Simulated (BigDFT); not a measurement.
A self-consistent single point of the molecule C₃H₇FSi with BigDFT.

Computed with PBE, Daubechies wavelet basis, HGH (Krack) norm-conserving potentials made for PBE, isolated boundary conditions in BigDFT.

```xyz
12

F      0.0588     1.7948    -1.1800
C      0.2585     1.1593    -0.0021
C     -0.9429     0.2944     0.5097
C     -0.5694    -0.9928    -0.2904
Si     1.2418    -0.4626    -0.1784
H      0.6666     1.8312     0.7590
H     -0.9496     0.1520     1.6014
H     -1.9266     0.7053     0.2506
H     -0.9446    -1.0041    -1.3181
H     -0.8246    -1.9341     0.2014
H      2.0257    -0.6372    -1.4299
H      1.9063    -0.9062     1.0769
```

Reference input (self-consistent single point, DFT, PBE, Daubechies wavelet basis, HGH (Krack) norm-conserving potentials made for PBE, isolated boundary conditions): basis = Daubechies wavelets; dft.hgrids = 0.324 bohr; dft.rmult = 5 8; dft.ixc = 11; potentials = built-in HGH-K PBE; boundary_conditions = free; dft.gnrm_cv = 1e-04; dft.itermax = 80; dft.idsx = 6; dft.nrepmax = 3. This run's input differs from it in these lines:

```diff
@@ -2,4 +2,4 @@
 dft:
-  hgrids: 0.324
-  rmult: [5, 8]
+  hgrids: 0.437
+  rmult: [4, 6]
   ixc: 11
```

Output (repeated stretches shortened):

```
  #------------------------------------------------------------------- Self-Consistent Cycle
 Ground State Optimization:
 - Hamiltonian Optimization: &itrp001
   - Subspace Optimization: &itrep001-01
       Wavefunctions Iterations:
 iter:  1, EKS: -4.88485671712724923E+01, gnrm:  2.48E-01, D: -8.36E-01,
 iter:  2, EKS: -4.91814765553698265E+01, gnrm:  8.69E-02, D: -3.33E-01,
 iter:  3, EKS: -4.92423099596945164E+01, gnrm:  3.93E-02, D: -6.08E-02,
 iter:  4, EKS: -4.92605432495259379E+01, gnrm:  1.70E-02, D: -1.82E-02,
 iter:  5, EKS: -4.92637797186097046E+01, gnrm:  8.31E-03, D: -3.24E-03,
 iter:  6, EKS: -4.92647110970343434E+01, gnrm:  3.77E-03, D: -9.31E-04,
 iter:  7, EKS: -4.92649198062043467E+01, gnrm:  1.81E-03, D: -2.09E-04,
 iter:  8, EKS: -4.92649749572371860E+01, gnrm:  8.99E-04, D: -5.52E-05,
 iter:  9, EKS: -4.92649870554669249E+01, gnrm:  4.46E-04, D: -1.21E-05,
 iter:  10, EKS: -4.92649899345243085E+01, gnrm:  2.51E-04, D: -2.88E-06,
 iter:  11, EKS: -4.92649909096336955E+01, gnrm:  1.39E-04, D: -9.75E-07,
 iter:  12, EKS: -4.92649912144900739E+01, gnrm:  7.70E-05, D: -3.05E-07,
       -  &FINAL001  { #---------------------------------------------------------- iter: 13
 iter:  13, EKS: -4.92649913142767844E+01, gnrm:  7.70E-05, D: -9.98E-08,  #FINAL
        #Eigenvalues and New Occupation Numbers
       Orbitals: [
   [... 12 lines left out ...]
 Last Iteration                        : *FINAL001
  #---------------------------------------------------------------------- Forces Calculation
 Total electronic charge               :  29.999989372900
 Electric Dipole Moment (AU):
   P vector                            :  [ -3.070994E-02, -3.001959E-01,  4.765047E-01 ]
   norm(P)                             :  5.64018981E-01
 Electric Dipole Moment (Debye):
   P vector                            :  [ -7.805687E-02, -7.630218E-01,  1.211154E+00 ]
   norm(P)                             :  1.43359312E+00
 BigDFT infocode                       :  0
   [... lines left out ...]
 -  {H: [-1.793061178234E-02, -1.620311519820E-02,  9.081972851084E-03]} # 0009
 -  {H: [ 1.357267065662E-03, -1.224486887915E-02,  1.184972901253E-02]} # 0010
 -  {H: [-1.486326123411E-02,  1.200231914839E-02, -1.695217825114E-02]} # 0011
 -  {H: [ 6.119639809147E-03,  2.690572752071E-02, -1.772304604530E-02]} # 0012
 Energy (Hartree)                      : -4.92649913142767844E+01
 Force Norm (Hartree/Bohr)             :  1.69154325139713957E-01
```

The run converged in 13 iterations. Against the reference run the free energy rises by 185 meV/atom and the largest force goes from 2.824 to 6.861 eV/Å.

The grid can part forces that symmetry would make equal. Forces above 1 eV/Å remain at this geometry. This run is one point of a test of settings, so its values need not be converged; read them against the reference run alone. The geometry comes from a cheaper method or was typed, in some cases with atoms then moved at random; it is not relaxed at this level, and the species need not be a known compound.

Cost on one core: very roughly 40 core-seconds.
